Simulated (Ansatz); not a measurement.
Starting cell, Nb (bcc, W type):

```
CELL_PARAMETERS angstrom
     -3.30962     3.30962     3.30962
      1.65481    -1.65481     1.65481
      1.65481     1.65481    -1.65481
ATOMIC_POSITIONS crystal
  Nb 0.00000 0.00000 0.00000
  Nb 0.50000 0.00000 0.00000
```

The atoms are displaced by Q × the pattern below (from a DFPT mode at N = (0.5, 0.0, 0.0), largest move 1; Q in Å), at fixed cell. (q is in reciprocal vectors of the primitive cell; the cell shown is doubled to hold the pattern.)

| atom | x | y | z |
|---|---|---|---|
| Nb1 | 1.000 | 0.000 | 0.000 |
| Nb2 | -1.000 | 0.000 | 0.000 |

The numbers are results of PBE (plane waves to 420 eV, PAW, scalar-relativistic; Ansatz, a quantum-chemistry and plane-wave program), not measurements. k mesh 10×20×20 (Γ-centred), Fermi-Dirac smearing 0.05 eV. With partly filled bands, energies and forces of such displacements shift with the k mesh and the smearing. Nb is run without spin polarisation. Nb was relaxed with its symmetry unable to fall.

At one point of the scan the forces (eV/Å) are:

```json
[
 {"atom": "Nb1", "Fx": "-0.319", "Fy": "0.000", "Fz": "0.000"},
 {"atom": "Nb2", "Fx": "0.319", "Fy": "0.000", "Fz": "0.000"}
]
```

Problem. Which point is it?
A) Q = 0.050 Å
B) Q = 0.067 Å
C) Q = 0.033 Å
D) Q = 0.017 Å

Solution. C, Q = 0.033 Å

(A displaced cell: forces are minus the slopes of the energy, force constants its curvatures, and phonons follow from these.)
